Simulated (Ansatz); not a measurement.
Relaxed NiSi₂ (fluorite type, space group Fm-3m):

```xyz
3
Lattice="0.0000 2.6949 2.6949 2.6949 0.0000 2.6949 2.6949 2.6949 0.0000" Properties=species:S:1:pos:R:3 pbc="T T T"
Ni     0.0000     0.0000     0.0000
Si     1.3474     1.3474     1.3474
Si     4.0423     4.0423     4.0423
```

Scan: atom 3 (Si, nearest neighbour Ni at 2.334 Å; its periodic images, 3.8 Å or more away, move with it) is displaced towards the nearest neighbour, direction (0.577, 0.577, 0.577) in Cartesian axes, by s. The other atoms stay.

Calculation: PBEsol (plane waves to 420 eV, PAW, scalar-relativistic; Ansatz, a program for electronic structure). k mesh 12×12×12 (Γ-centred), Fermi-Dirac smearing 0.05 eV. The energy includes the smearing's −TS. With partly filled bands, energies and forces of such displacements shift with the k mesh and the smearing. On this mesh the relaxed cell isn't quite at rest: it carries a pressure of -0.1 GPa (compression positive) at the zero of the scan. NiSi2 is run without spin polarisation. NiSi2 was relaxed with its symmetry unable to fall. The PAW data are Ansatz's earlier set. The zero of ΔE is the undisplaced structure. The last digit holds for this mesh only.

```json
[
 {"s (Å)": "-0.230", "ΔE (meV/cell)": "184.7"},
 {"s (Å)": "-0.184", "ΔE (meV/cell)": "121.8"},
 {"s (Å)": "-0.138", "ΔE (meV/cell)": "70.4"},
 {"s (Å)": "-0.092", "ΔE (meV/cell)": "32.2"},
 {"s (Å)": "-0.046", "ΔE (meV/cell)": "8.3"},
 {"s (Å)": "0.000", "ΔE (meV/cell)": "0.0"},
 {"s (Å)": "0.046", "ΔE (meV/cell)": "8.9"},
 {"s (Å)": "0.092", "ΔE (meV/cell)": "withheld"},
 {"s (Å)": "0.138", "ΔE (meV/cell)": "86.8"},
 {"s (Å)": "0.184", "ΔE (meV/cell)": "161.5"},
 {"s (Å)": "0.230", "ΔE (meV/cell)": "264.4"}
]
```

Task: Fit a polynomial form (powers 2, 3, 4) to the given rows and predict ΔE at s = 0.092.

Result: Least squares on the 10 given rows: ΔE = (4068)·s² + (3252)·s³ + (3341)·s⁴, in meV/cell with s in Å; root-mean-square residual 0.28 meV/cell. At 0.092 the fit gives 37.2 meV/cell; the calculation gives 37.0 meV/cell, so the interpolation is off by 0.2 (+0.5 %). The quadratic term alone would give 34.4 meV/cell.

(A displaced cell: forces are minus the slopes of the energy, force constants its curvatures, and phonons follow from these.)
